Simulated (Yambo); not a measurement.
Yambo run on Cs2NaScF6 (space group Fm-3m, No. 225). The wavefunctions are LDA (Quantum ESPRESSO, PseudoDojo norm-conserving, 88 Ry, without SOC) ones on a 2×2×2 mesh (40 occupied bands); a = 6.359 Å, b = 6.359 Å, c = 6.359 Å, α = 60.00°, β = 60.00°, γ = 60.00°.

Yambo input:

```
rim_cut
gw0
dyson
el_el_corr
HF_and_locXC
ppa
em1d
RandQpts= 1000000
RandGvec= 1 Ry
EXXRLvcs= 88 Ry
VXCRLvcs= 352 Ry
Chimod= "HARTREE"
% BndsRnXp
 3 | 85 |
%
NGsBlkXp= 5 Ry
% LongDrXp
 1.0 | 1.0 | 1.0 |
%
PPAPntXp= 27.2114 eV
% GbndRnge
 1 | 85 |
%
GTermKind= "BG"
DysSolver= "n"
ExtendOut
% QPkrange
 1 | 1 | 40 | 41 |
%
```

k points by index: 1 = Γ.

Resulting energies as the program prints them:

```
#    K-point    Band    Eo [eV]    E [eV]    E-Eo [eV]    Vxc [eV]    Vnlxc [eV]    Sc|Eo [eV]    Sc|E [eV]    dSc/dw|Eo [eV]    Re(Z)    Im(Z)
#
    1    40    0.000000    -2.139963    -2.139963    -22.09610    -29.90250    5.061948    5.666433    -7.685626    0.779759    -0.001723
    1    41    6.785249    10.15808    3.372833    -18.32401    -10.19218    -4.021674    -4.758990    -5.947998    0.820620    -0.001887
```
(The two width columns are left out.) Convergence of these settings isn't established.

Geometry of the Materials Project entry, not relaxed at this level.

The structure is a Materials Project entry; no match was found in the copy of COD used, and its stability was not checked.
